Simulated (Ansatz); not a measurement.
### Question
ZrN (rock salt, Fm-3m) is relaxed with PBEsol (plane waves, PAW; program Ansatz). What lattice parameters of the conventional cell result?

### Answer
a = 4.552 Å.

### Question
Is it a metal or does it have a gap at this level?

### Answer
No gap at this level.

Symmetry was held in the PBEsol relaxation. The run is not spin-polarised. With an odd number of electrons in the cell and no spin polarisation, the count alone makes it a metal. Spin–orbit coupling is left out wherever it is not named.

Potentials: the later of the program's two PAW sets.
